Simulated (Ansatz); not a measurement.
MoS2:
```xyz
6
Lattice="3.1771 0.0000 0.0000 -1.5886 2.7515 0.0000 0.0000 0.0000 12.5808" Properties=species:S:1:pos:R:3 pbc="T T T"
Mo     0.0000     0.0000     3.1452
Mo     0.0000     0.0000     9.4356
S      0.0000     1.8343     4.6970
S      1.5886     0.9172     7.8838
S      1.5886     0.9172    10.9875
S      0.0000     1.8343     1.5934
```

Relaxed with r²SCAN+D4. Special points in fractions of this cell's reciprocal vectors: Γ (0.000, 0.000, 0.000); M (0.500, 0.000, 0.000); K (0.333, 0.333, 0.000); A (0.000, 0.000, 0.500); L (0.500, 0.000, 0.500); H (0.333, 0.333, 0.500).

List the band energies nearest the valence-band maximum at these points for plane-wave PAW r²SCAN+D4 (Ansatz code).

In eV from the valence-band maximum; about four levels below and three above (degenerate sets whole), none deeper than 8.9 eV; points with the same levels are listed once.

| k | below | above |
|---|---|---|
| Γ | -2.35 -2.35 -1.45 -1.09 0.00 | 2.20 2.20 2.31 2.31 |
| M | -1.89 -1.74 -1.53 -1.19 | 1.67 1.71 2.22 |
| K | -3.02 -3.02 -0.73 -0.73 | 1.05 1.06 2.60 2.60 |
| A | -2.35 -2.35 -2.35 -2.35 -0.31 -0.31 | 2.24 2.24 2.24 2.24 |
| L | -1.81 -1.81 -1.29 -1.29 | 1.69 1.69 2.21 2.21 |
| H | -3.00 -3.00 -0.72 -0.72 | 1.06 1.06 2.41 2.41 |

Space group P6_3/mmc. The first step of the workflow began from a Materials Project structure, measured or hypothetical. Its sites differ from those of the usual phase in this space group: another stacking or structure type. The cell was relaxed with r²SCAN+D4 under the symmetry of its start; phonons on a q-mesh show no instability. The run is not spin-polarised. Spin–orbit coupling is left out wherever it is not named.

Potentials: the earlier of the program's two PAW sets.
